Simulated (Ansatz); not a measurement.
AlB$_{2}$W$_{2}$:
```
AlB2W2
1.0
    1.54480    -5.79581     0.00000
    1.54480     5.79581     0.00000
    0.00000     0.00000     3.13958
Al W B
1 2 2
Direct
  0.00000   0.00000   0.00000
  0.35648   0.64352   0.50000
  0.64352   0.35648   0.50000
  0.20581   0.79419   0.00000
  0.79419   0.20581   0.00000
```

Relaxed with PBE. Special points in fractions of this cell's reciprocal vectors: Γ (0.000, 0.000, 0.000); Y (-0.500, 0.500, 0.000); C0 (-0.268, 0.732, 0.000); Σ0 (0.268, 0.268, 0.000); Z (0.000, 0.000, 0.500); A0 (0.268, 0.268, 0.500); E0 (-0.268, 0.732, 0.500); T (-0.500, 0.500, 0.500); S (0.000, 0.500, 0.000); R (0.000, 0.500, 0.500).

Task: List the band energies nearest the Fermi level at these points for DFT-PBE in the program Ansatz with PAW potentials.

Result: In eV from the Fermi level; about four levels below and three above (degenerate sets whole), none deeper than 8.9 eV; points with the same levels are listed once.

| k | below | above |
|---|---|---|
| Γ | -4.13 -3.95 -3.95 -3.49 | 0.82 0.94 1.44 |
| Y | -4.21 -4.05 -3.99 -3.59 | 0.00 0.60 0.84 |
| C0 | -3.91 -3.79 -3.49 -3.42 | 0.34 0.79 0.94 |
| Z | -1.76 -1.40 -1.35 -0.44 | 1.63 1.95 2.38 |
| A0 | -5.38 -3.57 -3.17 -0.46 | 0.13 0.27 2.21 |
| T | -3.25 -1.56 -0.98 -0.91 | 2.10 2.82 2.98 |
| S | -3.89 -3.85 -3.62 -3.32 | 0.29 0.82 0.87 |
| R | -5.39 -3.47 -3.20 -0.50 | 0.12 0.36 2.24 |

Space group Cmmm. The start of the workflow was typed in or built on a structure type; neither database checked (COD, Materials Project) lists it. Whether it is the stable phase at ambient conditions was not checked. The cell was relaxed with PBE under the symmetry of its start; its stability against distortions is not shown here. No spin polarisation was allowed. Spin–orbit coupling is left out wherever it is not named.

Potentials: the later of the program's two PAW sets.
